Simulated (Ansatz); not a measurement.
A distorted cell of Li$_{5}$SbO$_{5}$ (space group C2/m):

```yaml
crystal:
  lattice:
    - [4.99245, -2.07935, 0.00000]
    - [4.99245, 2.07935, 0.00000]
    - [-1.94424, 0.00000, 5.66282]
  atoms:
    - { symbol: Li, position: [0.28594, 0.28594, 0.66088] }
    - { symbol: Li, position: [0.71406, 0.71406, 0.33912] }
    - { symbol: Li, position: [0.00000, 0.00000, 0.50000] }
    - { symbol: Li, position: [0.68952, 0.68952, 0.86789] }
    - { symbol: Li, position: [0.31048, 0.31048, 0.13211] }
    - { symbol: Sb, position: [0.00000, 0.00000, 0.00000] }
    - { symbol: O, position: [0.14154, 0.14154, 0.82811] }
    - { symbol: O, position: [0.85846, 0.85846, 0.17189] }
    - { symbol: O, position: [0.50000, 0.50000, 0.00000] }
    - { symbol: O, position: [0.84356, 0.84356, 0.68972] }
    - { symbol: O, position: [0.15644, 0.15644, 0.31028] }
```

Calculation: PBEsol (plane waves to 420 eV, PAW, scalar-relativistic; Ansatz, a first-principles code). k mesh 7×7×5 (Γ-centred), Fermi-Dirac smearing 0.05 eV. Energies are smeared free energies. Stress and pressure are positive under compression. Li5SbO5 was relaxed with its symmetry unable to fall. Spin-orbit coupling is left out, though Sb is heavy.

### Question
Give the stress tensor in GPa and the pressure.

### Answer
```
   -6.9      0.0     -0.2
    0.0     -8.4      0.0
   -0.2      0.0     -7.4
```
The pressure, a third of the trace, is -7.6 GPa.

### Question
It is the relaxed cell scaled evenly to V/V₀ = 1.100, atoms relaxed where free. What is its energy relative to the relaxed cell?

### Answer
25.1 meV/atom.

(A scan under strain: stresses follow from slopes of the energy per volume, elastic moduli from its curvatures.)
